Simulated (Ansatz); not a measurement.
Here is the system:

LaTiO$_{3}$:
```
CELL_PARAMETERS angstrom
      3.90568     0.00000     0.00000
      0.00000     3.90568     0.00000
      0.00000     0.00000     3.90568
ATOMIC_POSITIONS crystal
  O  0.50000 0.50000 0.00000
  O  0.00000 0.50000 0.50000
  O  0.50000 0.00000 0.50000
  Ti 0.50000 0.50000 0.50000
  La 0.00000 0.00000 0.00000
```

This is the PBEsol-relaxed structure.

Task: All from PBEsol (plane waves, PAW; program Ansatz), unless another level is named. Estimate the electronic character.

Result: metallic (no gap).

Task: Next, the density of states at the Fermi level?

Result: 0.40 states/eV per atom (mean over ±0.08 eV).

Task: Next, the gap with spin–orbit coupling?

Result: none (metallic).

Space group Pm-3m (cubic perovskite). The workflow started from an entry of the Crystallography Open Database (COD), which files this formula under 2 space groups. Whether it is the stable phase at ambient conditions was not checked. Symmetry was held in the PBEsol relaxation; of distortions, only those at the zone centre were tested. No spin polarisation was allowed. Without spin polarisation and U, an open-shell compound can come out a false metal. Spin–orbit coupling is left out wherever it is not named.

Potentials: the later of the program's two PAW sets.
